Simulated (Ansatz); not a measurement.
Input:

Sr2MoO4:
```xyz
7
Lattice="-1.9391 1.9391 6.3973 1.9391 -1.9391 6.3973 1.9391 1.9391 -6.3973" Properties=species:S:1:pos:R:3 pbc="T T T"
Sr     0.0000     0.0000     4.4946
Sr     0.0000     0.0000     8.3001
Mo     0.0000     0.0000     0.0000
O      0.0000     1.9391     0.0000
O      1.9391     0.0000     0.0000
O      0.0000     0.0000    10.7001
O      0.0000     0.0000     2.0946
```

This is the PBEsol-relaxed structure. x, y and z are the axes in which the lattice vectors are written.

Question: All from DFT-PBEsol in the program Ansatz with PAW potentials, unless another level is named. Predict the bulk modulus (Birch–Murnaghan fit).

Answer: 150 GPa.

Question: And the highest zone-centre frequency?

Answer: 86.6 meV.

Question: What about the elastic constants (relaxed ions, GPa)?

Answer: C11 = 317, C12 = 69.6, C13 = 88.8, C33 = 239, C44 = 60.7, C66 = 54.8.

Space group I4/mmm. The workflow started from a Materials Project entry (that database holds measured and hypothetical structures alike); the Crystallography Open Database copy checked does not list it. Its standing as an ambient phase is unchecked. The PBEsol relaxation kept the symmetry of its start; its stability against distortions is not shown here. The run is not spin-polarised. No Hubbard U is applied. As this level gives no gap, shear constants depend on the k-mesh and smearing (Fermi–Dirac, 0.1 eV here). On the denser mesh and wider smearing of the elastic run this cell carries a stress of 0.3 GPa.

Potentials: the later of the program's two PAW sets.
